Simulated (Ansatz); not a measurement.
## Fields on a plane of BaF2 (fluorite)

```
BaF2
1.0
    0.00000     3.12313     3.12313
    3.12313     0.00000     3.12313
    3.12313     3.12313     0.00000
Ba F
1 2
Direct
  0.00000   0.00000   0.00000
  0.25000   0.25000   0.25000
  0.75000   0.75000   0.75000
```

The slice is a {111} plane (indices of the conventional cell) through the point (0.250, 0.250, 0.250) (fractional), spanned by u = [100] and v = [-1 2 0] in vectors of this cell: u (4.42 Å) and v (7.65 Å, at 90° to u). It covers one period; positions are fractions (u, v).

Atoms on it: F at (0.00, 0.00); F at (0.50, 0.50). Other atoms lie within 1 Å of the plane.

All values below come from PBE (plane waves to 420 eV, PAW, scalar-relativistic; Ansatz, an electronic-structure program). k mesh 9×9×9. These are valence fields of a PAW run, semicore shells included where kept as valence: close to a nucleus they are smooth pseudo fields. BaF2 was relaxed with its symmetry unable to fall.

```
|xxxx853101357xxx|
|xxxx630000036xxx|
|xxx74000000047xx|
|9986300xxx003689|
|9986200xxx002689|
|98763000x0003678|
|9886410000014688|
|9887642000246788|
|9988765445567889|
|9998888777888899|
|889999xxxxx99998|
|88899xxxxxxx9988|
|67789xxxxxxx9877|
|45679xxxxxxx9765|
|01357xxxxxxx8531|
|00036xxxxxxx6300|
|000047xxxxx74000|
|xx0036899986300x|
|xx0026899986200x|
|x000367898763000|
|0001468898864100|
|0024678898876420|
|4556788999887654|
|7788889999988887|
|xxx99998889999xx|
|xxxx998888899xxx|
|xxxx987767789xxx|
|xxxx976545679xxx|
```
Scale: ten equal steps from -2.00 (start of '0') to 6.82 (end of '9'), in the order '0123456789'. Values: electrostatic potential energy of an electron, from the cell's mean, in eV. The map has 16 points along u (one character each, u = 0 at the left) and 28 along v (v = 0 in the bottom row). Points within 1 Å of a nucleus are blanked (x), as the pseudised field means little there. Values under -2 eV are set to -2. The zero, the cell's mean, hangs on the PAW cores.

```
|xxxx@@##..  ::++**++::  ..##@@xx|
|@@@@%%==  ..**%%@@%%++..  ==%%@@|
|%%##++..  ==%%@@@@@@%%==  ..++##|
|++==..  ..**@@@@@@@@@@**..  ..==|
|..      --##@@@@@@@@@@##--      |
|        --##@@@@@@@@@@##--      |
|        ::++%%%%@@%%%%++::      |
|          ..--==++==--..        |
|                                |
|            ..........          |
|        ..--++######++--..      |
|        --**%%@@@@@@%%**--      |
|        --##@@xxxxxx@@##--      |
|::..    --%%@@xxxxxx@@%%--    ..|
|**++::  ..##@@xxxxxx@@##..  ::++|
|@@%%++..  ==%%@@@@@@%%==  ..**%%|
|@@@@%%==  ..++##%%##++..  ==%%@@|
|@@@@@@**..  ..==++==..  ..**@@@@|
|@@@@@@##--      ..      --##@@@@|
|@@@@@@##--              --##@@@@|
|@@%%%%++::              ::++%%%%|
|++==--..                  ..--==|
|                                |
|......                      ....|
|####++--..              ..--++##|
|@@@@%%**--              --**%%@@|
|xxxx@@##--              --##@@xx|
|xxxx@@%%--    ..::..    --%%@@xx|
```
Scale: ten equal steps from 0.01 (start of ' ') to 0.87 (end of '@'), in the order ' .:-=+*#%@'. Values: electron localisation function (ELF). The map has 16 points along u (two characters each, u = 0 at the left) and 28 along v (v = 0 in the bottom row). Points within 0.5 Å of a nucleus are blanked (x), as the pseudised field means little there.
